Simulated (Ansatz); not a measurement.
GaN (wurtzite)

```
CELL_PARAMETERS angstrom
      3.18330     0.00000     0.00000
     -1.59165     2.75682     0.00000
      0.00000     0.00000     5.18388
ATOMIC_POSITIONS crystal
  Ga 0.66667 0.33333 0.00099
  Ga 0.33333 0.66667 0.50099
  N  0.66667 0.33333 0.62421
  N  0.33333 0.66667 0.12421
```

The slice is a (1 -1 0 0) plane (indices of the conventional cell) through the point (0.333, 0.667, 0.501) (fractional), spanned by u = [110] and v = [001] in vectors of this cell: u (3.18 Å) and v (5.18 Å, at 90° to u). It covers one period; positions are fractions (u, v).

The numbers are results of r2SCAN (plane waves to 500 eV, PAW, scalar-relativistic; Ansatz, a first-principles code), not measurements. k mesh 12×12×7. These are valence fields of a PAW run, semicore shells included where kept as valence: close to a nucleus they are smooth pseudo fields. GaN was relaxed with its symmetry unable to fall. The PAW data are Ansatz's earlier set.

Three fields on this plane, each scaled to ten steps between its own extremes (0 low, 9 high; the total valence density on a logarithmic scale, the potential cut 8 eV below its top; x marks points blanked near nuclei; v = 0 in the bottom row):

Map A
```
|xxxxx00368886300xxxx|
|xxxxx00478887400xxxx|
|xxxx0005788875000xxx|
|xxx000368898863000xx|
|00000367899987630000|
|00014678999998764100|
|01356889999999886531|
|xxx378999999999873xx|
|xxxx4789988899874xxx|
|xxxxx68887778886xxxx|
|xxxxx47766566774xxxx|
|xxxxxx654333456xxxxx|
|xxxxx35410001453xxxx|
|xxxxx44100000144xxxx|
|xxxxx43000000034xxxx|
|xxxx5530000000355xxx|
|45676530000000356765|
|88887641000001467888|
|99998753100013578999|
|99998765432345678999|
|99999877655567789999|
|99999888777778889999|
|88888999988899998888|
|66678899999999988766|
|23456889999999886543|
|00014678888888764100|
|00000367888887630000|
|xxx000467888764000xx|
|xxxx0015777775100xxx|
|xxxxx00467776400xxxx|
|xxxxx00367876300xxxx|
|xxxxxx026888620xxxxx|
```

Map B
```
|xxxxx86544444568xxxx|
|xxxxx75433333457xxxx|
|xxxx8643222223468xxx|
|xxx865321111123568xx|
|98876432100012346788|
|88876432100012346788|
|99986532100012356899|
|xxx976432101234679xx|
|xxxx9754211124579xxx|
|xxxxx86532223568xxxx|
|xxxxx97543334579xxxx|
|xxxxxx765444567xxxxx|
|xxxxx97655555679xxxx|
|xxxxx97665556679xxxx|
|xxxxx87666666678xxxx|
|xxxx8766666666678xxx|
|88876655566655566788|
|66655444555554445566|
|44443334444444333444|
|22222223333333222222|
|11111122333332211111|
|00001122333332211000|
|00111223334333221110|
|11122233444443322211|
|33333344555554433333|
|55544455666665544455|
|87765556677766555677|
|xxx876667777766678xx|
|xxxx8777777777778xxx|
|xxxxx87667776678xxxx|
|xxxxx87666666678xxxx|
|xxxxxx665555566xxxxx|
```

Map C
```
|xxxxx01111111110xxxx|
|xxxxx00000000000xxxx|
|xxxx0000000000000xxx|
|xxx100000000000001xx|
|22221000000000001222|
|55432100000000012345|
|99753210000000123579|
|xxx852100000001258xx|
|xxxx7421000001247xxx|
|xxxxx52100000125xxxx|
|xxxxx63110001136xxxx|
|xxxxxx321000123xxxxx|
|xxxxx63210001236xxxx|
|xxxxx63210001236xxxx|
|xxxxx43110001134xxxx|
|xxxx5321000001235xxx|
|77643211000001123467|
|43322110000000112233|
|22111000000000001112|
|00000000000000000000|
|00000000000000000000|
|00000000000000000000|
|00000000111110000000|
|00000001111111000000|
|00000011222221100000|
|00000112223222110000|
|00001122333332211000|
|xxx011223333322110xx|
|xxxx1122333332211xxx|
|xxxxx12233333221xxxx|
|xxxxx11222222211xxxx|
|xxxxxx112222211xxxxx|
```

Assign the maps to these fields: density of the highest valence band (whole band, smooth part); valence electron density; electrostatic potential energy of an electron, from the cell's mean.

A is the electrostatic potential energy of an electron, from the cell's mean; B is the valence electron density; C is the density of the highest valence band (whole band, smooth part).
